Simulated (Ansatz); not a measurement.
# Fitting the PBE energy curve of Na3Al

The structure is cubic, space group Fm-3m (No. 225). Conventional cell: a = 7.666 Å, b = 7.666 Å, c = 7.666 Å, α = 90.00°, β = 90.00°, γ = 90.00°. Around Al (site symmetry m-3m) lie 8 Na at 3.32 Å. Na (site symmetry m-3m) has 8 Na at 3.32 Å as nearest neighbours. Na (site symmetry -43m) is surrounded by 4 Al at 3.32 Å and 4 Na at 3.32 Å.

The cell comes from a database or a generator and needn't be the stable form of this composition.

The cell was scaled at fixed shape and fractions and run with Ansatz, Ansatz PAW, cutoff 420 eV; PBE, k mesh 6 × 6 × 6 on the cell of 4 atoms, fermi-dirac occupations of 0.05 eV, no spin polarisation, no spin-orbit coupling. Energies are those that the program minimises, any entropy of the smearing included. For a metal such a mesh isn't converged to the digits shown.

| V (Å³/atom) | energy over the lowest row (meV/atom) |
| --- | --- |
| 26.4677 | 6.777 |
| 27.0308 | ? |
| 27.5940 | 1.034 |
| 28.1571 | 0.000 |
| 28.7202 | 0.034 |
| 29.2834 | 1.036 |
| 29.8465 | 2.912 |

Q: Fit the third-order Birch-Murnaghan form, give V0, B0 and B′, and predict the energy left open.

A: With y = (V0/V)^(2/3), E = E0 + (9 V0 B0/16) [(y - 1)³ B′ + (y - 1)² (6 - 4y)]. Least squares through the rows shown give V0 = 28.4172 Å³/atom, E0 = -0.111 meV, B0 = 14.64 GPa (1 eV/Å³ = 160.218 GPa) and B′ = 4.07, with a largest miss of 0.001 meV. At V = 27.0308 the form with these constants gives 3.252 meV; the run gave 3.251 meV an atom.
